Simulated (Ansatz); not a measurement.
The relaxed structure here is a generated cell of Y: the first start was made by placing the elements on the sites of a structure type, and the end was not matched to a known phase here, so it may be hypothetical. Known forms of Y include space group No. 194.

A relaxed structure of Y. These are r2SCAN (plane waves to 500 eV, PAW, scalar-relativistic; Ansatz, a first-principles code) values and carry that method's errors.

```cif
data_Y3
_chemical_formula_sum 'Y3'
_space_group_name_H-M_alt 'P 1'
_space_group_IT_number 1
_cell_length_a 8.89721
_cell_length_b 8.89721
_cell_length_c 8.89721
_cell_angle_alpha 23.688
_cell_angle_beta 23.688
_cell_angle_gamma 23.688
loop_
_space_group_symop_operation_xyz
  'x, y, z'
loop_
_atom_site_label
_atom_site_type_symbol
_atom_site_fract_x
_atom_site_fract_y
_atom_site_fract_z
_atom_site_occupancy
Y1 Y 0.50000 0.50000 0.50000 1
Y2 Y 0.72160 0.72160 0.72160 1
Y3 Y 0.27840 0.27840 0.27840 1
```

Question: Find the space group and the Wyckoff positions (tolerance 0.01 Å).

Answer: Space group R-3m, hexagonal axes (No. 166); a = b = 3.652 Å, c = 25.931 Å, α = β = 90.00°, γ = 120.00°

| atom | site | symmetry | x | y | z |
|---|---|---|---|---|---|
| Y | 3b | -3m | 0.0000 | 0.0000 | 0.5000 |
| Y | 6c | 3m | 0.0000 | 0.0000 | 0.2784 |

This is the AFLOW prototype A_hR3_166_ac (C19, as in Sm).

Question: Give the shortest distances between elements (the closest pairs, up to four, under 3.6 Å).

Answer: Y–Y 3.54 Å.

The volume per atom comes out as 33.28 Å³ and the band gap comes out as zero (metallic).

No spin polarisation in the result.
